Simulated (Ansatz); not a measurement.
Relaxation of a relaxed FeSi cell shaken by Gaussian noise of σ = 0.08 Å a coordinate; 8 atoms in the cell, which starts as P1 (No. 1), aP8; a = 4.448 Å, b = 4.448 Å, c = 4.448 Å, α = 90.00°, β = 90.00°, γ = 90.00°. Level of theory: PBE (plane waves to 420 eV, PAW, scalar-relativistic; Ansatz, an electronic-structure program). Γ-centred k-mesh 5×5×5 on the run's cell (coarser than for final values), Fermi–Dirac smearing 0.05 eV. This is the first round of the run. 

The optimiser's lines from the output (shortened; P is positive under compression):

```
relax step   1: F+E_penalty+E_count = -20468.07250126 eV  Δ(F+E_penalty+E_count) = +0.000e0 eV  max|allowed force component| = 2.723e0 eV/Å  Δτ_max = 0.0000 Å  P = +7.398 GPa  Ω = 88.001 Å³  (8 SCF iters, dr2 threshold 1.00e-7 eV, accepted)
relax step   2: F+E_penalty+E_count = -20468.96013162 eV  Δ(F+E_penalty+E_count) = -8.876e-1 eV  max|allowed force component| = 1.336e0 eV/Å  Δτ_max = 0.1041 Å  P = +3.554 GPa  Ω = 87.555 Å³  (7 SCF iters, dr2 threshold 8.00e-7 eV, accepted)
relax step   3: F+E_penalty+E_count = -20469.27797993 eV  Δ(F+E_penalty+E_count) = -3.178e-1 eV  max|allowed force component| = 6.746e-2 eV/Å  Δτ_max = 0.0906 Å  P = -0.388 GPa  Ω = 88.134 Å³  (7 SCF iters, dr2 threshold 8.00e-7 eV, accepted)
relax step   4: F+E_penalty+E_count = -20469.27979117 eV  Δ(F+E_penalty+E_count) = -1.811e-3 eV  max|allowed force component| = 5.386e-3 eV/Å  Δτ_max = 0.0063 Å  P = -0.044 GPa  Ω = 88.027 Å³  (6 SCF iters, dr2 threshold 8.00e-7 eV, accepted)
relax step   5: F+E_penalty+E_count = -20469.27981934 eV  Δ(F+E_penalty+E_count) = -2.817e-5 eV  max|allowed force component| = 3.382e-4 eV/Å  Δτ_max = 0.0007 Å  P = -0.007 GPa  Ω = 88.006 Å³  (6 SCF iters, dr2 threshold 1.77e-8 eV, accepted)
relax step   6: F+E_penalty+E_count = -20469.27981934 eV  Δ(F+E_penalty+E_count) = -5.093e-11 eV  max|allowed force component| = 3.374e-4 eV/Å  Δτ_max = 0.0000 Å  P = -0.015 GPa  Ω = 88.006 Å³  stress off target by 1.52e-2 GPa  SCF on the basis re-selected at this cell (its energy is not comparable with the rows above)  (6 SCF iters)
```

From the first to the last row the energy changes by -0.15 eV/atom and the volume by 0.0 %. The last row is marked as not comparable with the walk above it, whose basis was carried along; it does compare with step 1, since both stand on a basis selected at the nominal cutoff for their own cell.

Later rounds, restarted from the end of this one on a renewed k-mesh, logged 2 more steps and released under 0.01 eV/atom more. The final structure after all rounds: P2₁3 (No. 198), cP8, AFLOW prototype AB_cP8_198_a_a (B20, as in FeSi); a = b = c = 4.448 Å, α = β = γ = 90.00°. No spin polarisation in the result. A magnetic state may lie lower.
